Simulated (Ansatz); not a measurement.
# Lattice vibrations of Al6N at Γ

Method: DFT PBE, scalar-relativistic, plane waves, PAW (Ansatz 0.2.0). Settings: 420 eV plane-wave cutoff, Γ-centred 12×12×2 mesh, Gaussian smearing of 0.10 eV. No spin polarisation. Phonons by linear response, acoustic sum rule imposed.

The cell, relaxed at this level:
```yaml
crystal:
  lattice:
    - [2.98438, 0.00000, 0.00000]
    - [-1.49219, 2.58455, 0.00000]
    - [0.00000, 0.00000, 27.87643]
  atoms:
    - { symbol: Al, position: [0.66667, 0.33333, 0.67571] }
    - { symbol: Al, position: [0.00000, 0.00000, 0.75629] }
    - { symbol: Al, position: [0.33333, 0.66667, 0.83765] }
    - { symbol: Al, position: [0.33333, 0.66667, 0.59452] }
    - { symbol: Al, position: [0.33333, 0.66667, 0.09068] }
    - { symbol: Al, position: [0.66667, 0.33333, 0.18449] }
    - { symbol: Al, position: [0.00000, 0.00000, 0.99807] }
    - { symbol: Al, position: [0.00000, 0.00000, 0.27120] }
    - { symbol: Al, position: [0.66667, 0.33333, 0.91899] }
    - { symbol: Al, position: [0.66667, 0.33333, 0.43189] }
    - { symbol: Al, position: [0.00000, 0.00000, 0.51337] }
    - { symbol: Al, position: [0.33333, 0.66667, 0.35076] }
    - { symbol: N, position: [0.00000, 0.00000, 0.06628] }
    - { symbol: N, position: [0.33333, 0.66667, 0.15839] }
```

The cell was found from a proposed guess, not taken from experiment. In a metal, frequencies depend on the k mesh and the smearing, soft modes most.

Optical modes at Γ:
| frequency (THz) | degeneracy |
| --- | --- |
| 1.02 | 2 |
| 1.34 | 2 |
| 2.27 | 2 |
| 2.52 | 2 |
| 2.56 | 1 |
| 3.02 | 1 |
| 3.31 | 2 |
| 3.64 | 2 |
| 4.04 | 2 |
| 4.22 | 2 |
| 4.26 | 2 |
| 4.39 | 2 |
| 5.18 | 1 |
| 5.62 | 2 |
| 5.80 | 1 |
| 7.59 | 1 |
| 8.12 | 1 |
| 8.98 | 1 |
| 9.27 | 1 |
| 9.78 | 1 |
| 9.97 | 1 |
| 15.03 | 1 |
| 19.76 | 1 |
| 19.99 | 2 |
| 21.16 | 2 |
| 22.95 | 1 |

All 39 optical modes at Γ are real: no displacement of atoms at fixed cell lowers the energy to second order. Strains and modes at other wave vectors aren't tested by this run.
